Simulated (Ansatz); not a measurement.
The relaxed structure here is a generated cell of TaAs: the first start was made by a random draw of sites in a space group, and the end was not matched to a known phase here, so it may be hypothetical. Known forms of TaAs include space group No. 109.

One starting cell of TaAs (a randomly generated symmetric cell of TaAs (space group No. 70)) was relaxed twice with Ansatz (plane waves, PAW, scalar-relativistic): with PBEsol at 420 eV and with PBE at 420 eV. The PBEsol result:

```cif
data_As2Ta2
_chemical_formula_sum 'As2 Ta2'
_space_group_name_H-M_alt 'P 1'
_space_group_IT_number 1
_cell_length_a 5.77776
_cell_length_b 5.77776
_cell_length_c 5.77776
_cell_angle_alpha 143.420
_cell_angle_beta 143.420
_cell_angle_gamma 52.695
loop_
_space_group_symop_operation_xyz
  'x, y, z'
loop_
_atom_site_label
_atom_site_type_symbol
_atom_site_fract_x
_atom_site_fract_y
_atom_site_fract_z
_atom_site_occupancy
As1 As 0.50000 0.50000 0.00000 1
As2 As 0.25000 0.75000 0.50000 1
Ta1 Ta 0.75000 0.25000 0.50000 1
Ta2 Ta 0.00000 0.00000 0.00000 1
```

| quantity | PBEsol | PBE |
|---|---|---|
| space group | I4₁/amd | I4₁/amd |
| volume (Å³/atom) | 17.02 | 17.66 |
| a (Å) | 3.626 | 3.663 |
| c (Å) | 10.355 | 10.530 |
| gap (eV, no spin-orbit coupling) | 0.00 | 0.00 |

Both levels end in the same structure; PBE's volume is 3.8 % larger. Neither column is exact.

No spin polarisation in the result.

The run could not lose the symmetry of its start, so the end can be a saddle point.

All atoms sit on sites fixed by symmetry, so only the cell could relax.

Ansatz is a program for electronic structure.
